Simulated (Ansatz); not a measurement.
## How the vibrations of Si2SnGe change with volume

Level of theory: DFT PBE, scalar-relativistic, plane waves, PAW in Ansatz 0.2.0. Plane waves to 420 eV; Γ-centred k mesh 10×10×6; Gaussian smearing of 0.01 eV. No spin polarisation. Phonons by linear response, acoustic sum rule imposed.

Equilibrium structure at this level:
```cif
data_structure
_symmetry_space_group_name_H-M 'P-4m2'
_symmetry_Int_Tables_number 115
_cell_length_a 4.1210
_cell_length_b 4.1210
_cell_length_c 5.8591
_cell_angle_alpha 90.000
_cell_angle_beta 90.000
_cell_angle_gamma 90.000
_cell_volume 99.50
loop_
_atom_site_label
_atom_site_type_symbol
_atom_site_symmetry_multiplicity
_atom_site_Wyckoff_symbol
_atom_site_fract_x
_atom_site_fract_y
_atom_site_fract_z
_atom_site_occupancy
Si1 Si 2 g 0.50000 0.00000 0.76835 1
Sn1 Sn 1 d 0.00000 0.00000 0.50000 1
Ge1 Ge 1 b 0.50000 0.50000 0.00000 1
```

The cell was built by swapping an element in a database structure (itself possibly hypothetical) and relaxing; it need not be the stable form of this composition. Spin–orbit coupling is left out, which matters for heavy elements.

Cells at 0.98 and 1.02 times the equilibrium volume were relaxed in shape and atoms; γ = −d ln ν / d ln V, modes matched by rank.

Question: Give the optical frequencies at Γ (cm⁻¹) at the three volumes and the mode Grüneisen parameters.

Answer:
| 0.98 V | V | 1.02 V | γ | degeneracy |
| --- | --- | --- | --- | --- |
| 77 | 80 | 81 | -1.39 | 2 |
| 204 | 200 | 195 | 1.07 | 1 |
| 341 | 331 | 321 | 1.44 | 2 |
| 364 | 356 | 348 | 1.10 | 1 |
| 369 | 361 | 353 | 1.05 | 2 |
| 373 | 365 | 358 | 1.02 | 1 |

Question: What pressures hold the two strained cells, and what bulk modulus follows?

Answer: 1.33 GPa at 0.98 V and -1.19 GPa at 1.02 V, so B = −dP/d ln V ≈ 63 GPa.

Question: How does the gap respond?

Answer: It is 0.14, 0.10 and 0.05 eV at 0.98, 1 and 1.02 V: dE_g/d ln V = -2.3 eV.